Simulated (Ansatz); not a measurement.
SiSe₂ (SiS2 type, space group Ibam)

```
CELL_PARAMETERS angstrom
     -3.15068     4.65079     2.92779
      3.15068    -4.65079     2.92779
      3.15068     4.65079    -2.92779
ATOMIC_POSITIONS crystal
  Se 0.87171 0.79484 0.66655
  Se 0.37171 0.70516 0.07686
  Se 0.62829 0.29484 0.92314
  Se 0.12829 0.20516 0.33345
  Si 0.75000 0.75000 0.00000
  Si 0.25000 0.25000 0.00000
```

This relaxed cell (volume V₀) is scaled evenly in all directions, its shape held. The atoms relax within the cell's symmetry.

Calculation: PBEsol (plane waves to 420 eV, PAW, scalar-relativistic; Ansatz, a first-principles code). k mesh 8×8×8 (Γ-centred), Fermi-Dirac smearing 0.05 eV. Energies are smeared free energies. Stress and pressure are positive under compression. With the shape held, the modulus is that of even scaling; a crystal free to change shape is softer. SiSe2 was relaxed with its symmetry unable to fall. The zero of ΔE is the relaxed starting cell.

The scan covers V/V₀ from 0.900 to 1.100 in 9 points.

### Question
What bulk modulus at fixed cell shape B₀ follows from a third-order Birch-Murnaghan fit?

### Answer
13.6 GPa.

### Question
What is the fitted pressure derivative B₀′?

### Answer
4.1.

(A scan under strain: stresses follow from slopes of the energy per volume, elastic moduli from its curvatures.)
